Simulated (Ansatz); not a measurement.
Theory: DFT PBE, scalar-relativistic, plane waves, PAW in Ansatz. Settings: cutoff 420 eV, Γ-centred meshes spaced at most about 0.3 Å⁻¹, and about 0.25 Å⁻¹ or finer for metals (2π included), Gaussian smearing. Collinear spin in cells that started with moments and kept them past the coarse steps, no spin elsewhere.

These are static total energies at zero pressure. All come from trial cells, and lower structures may exist.

Question: These unrelaxed guesses for Mo₂F₃ are each relaxed within their symmetry. Order them by the energy at which they end, lowest first.
1.

```xyz
5
Lattice="3.1702 0.0000 0.0000 0.0000 3.1702 0.0000 0.0000 0.0000 6.4801" Properties=species:S:1:pos:R:3 pbc="T T T"
Mo    1.5851    0.0000    1.6988
Mo    0.0000    1.5851    4.7813
F     0.0000    1.5851    2.3669
F     1.5851    0.0000    4.1132
F     1.5851    1.5851    0.0000
```

2.

```xyz
5
Lattice="4.4986 0.0000 0.0000 -2.2493 3.8959 0.0000 0.0000 0.0000 4.8368" Properties=species:S:1:pos:R:3 pbc="T T T"
Mo    0.0000    2.5973    0.0000
Mo    2.2493    1.2986    0.0000
F     0.0000    0.0000    0.0000
F     0.0000    2.5973    2.4184
F     2.2493    1.2986    2.4184
```

3.

```xyz
5
Lattice="4.1405 0.0000 0.0000 0.0000 4.1405 0.0000 0.0000 0.0000 4.1405" Properties=species:S:1:pos:R:3 pbc="T T T"
Mo    2.0703    2.0703    2.0703
Mo    0.0000    0.0000    0.0000
F     2.0703    0.0000    0.0000
F     0.0000    2.0703    0.0000
F     0.0000    0.0000    2.0703
```

Answer: 2 (ends in P6/mmm, 0 meV/atom), 1 (ends in P-4m2, 0.39 eV/atom), 3 (ends in Pm-3m, 0.68 eV/atom).

No dispersion correction is applied, so the spacing and binding between layers, chains or molecules are poorly described (P-4m2), and this can change margins and order among such cells. In P6/mmm, P-4m2 an odd number of electrons in the primitive cell allows no gap without spin; a larger cell or a magnetic state could open one. Another magnetic order may lie lower. Cells relaxed within their symmetry can be saddle points. Some candidate types were left out of the draw beforehand, so a known form may be missing.
